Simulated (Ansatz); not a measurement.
# Na2S: from a starting cell to a relaxed one

The start is a relaxed Na2S cell with one Na and one S atom exchanged in a cell of 6 atoms. The cell and all atomic positions are relaxed at zero pressure with r2SCAN (plane waves to 500 eV, PAW, scalar-relativistic; Ansatz, an electronic-structure program). First-step values are on the input's coarse k-mesh.

Ansatz input (later rounds restart from its end on a renewed k-mesh):
Ansatz 0.2 input:
```yaml
crystal:
  lattice:
    - [0, 6.5112586, 6.5112586]
    - [3.2556293, 0, 3.2556293]
    - [3.2556293, 3.2556293, 0]
  atoms:
    - { symbol: S, position: [0.125, 0.25, 0.25] }
    - { symbol: Na, position: [0.625, 0.25, 0.25] }
    - { symbol: Na, position: [0.375, 0.75, 0.75] }
    - { symbol: Na, position: [0.875, 0.75, 0.75] }
    - { symbol: S, position: [0, 0, 0] }
    - { symbol: Na, position: [0.5, 0, 0] }
basis: { ecutwfc: 500, ecutrho_ratio: 4, xc_grid: 4, fft_grid_basis: typed }
kpoints: { mp_grid: { grid: [3, 6, 6] } }
hamiltonian:
  xc: r2scan
  dispersion: none
  pseudopotentials: { kind: paw }
scf: { occupations: { method: fermi_dirac, width: 0.05 } }
relax: { f_tol: 0.01, max_steps: 100, cell: { stress_tol: 0.02 } }
output: { forces: true, stress: true }
```

| Property | Value |
|---|---|
| Largest initial force | 1.72 eV/Å, on Na3 (atoms numbered as listed) |
| Energy released | 1.25 eV/atom |
| Shortest distances (start → end) | The closest pairs of elements (up to four, under 3.6 Å), start → end: Na–Na 2.82 → 2.55 Å; Na–S 2.82 → 2.75 Å; S–S 2.82 → 4.46 Å |
| Optimiser moves | 15 |

The end point of the relaxation:

Space group R3m, hexagonal axes (No. 160); a = 4.4605 Å, b = 4.4605 Å, c = 23.5213 Å, α = 90.00°, β = 90.00°, γ = 120.00°

```json
[
 {"atom": "S", "site": "3a", "symmetry": "3m", "x": "0.0000", "y": "0.0000", "z": "0.5599"},
 {"atom": "Na", "site": "3a", "symmetry": "3m", "x": "0.0000", "y": "0.0000", "z": "0.1774"},
 {"atom": "Na", "site": "3a", "symmetry": "3m", "x": "0.0000", "y": "0.0000", "z": "0.9338"},
 {"atom": "Na", "site": "3a", "symmetry": "3m", "x": "0.0000", "y": "0.0000", "z": "0.3323"},
 {"atom": "S", "site": "3a", "symmetry": "3m", "x": "0.0000", "y": "0.0000", "z": "0.0558"},
 {"atom": "Na", "site": "3a", "symmetry": "3m", "x": "0.0000", "y": "0.0000", "z": "0.4407"}
]
```
(The calculation used a cell of 6 atoms; values per cell refer to that cell.)

Final values are on a 9×9×9 k-mesh of the relaxed cell. No spin polarisation in the result.

The run could not lose the symmetry of its start.

The runs began from a structure in Materials Project; this end point is another cell, not compared with measured phases.
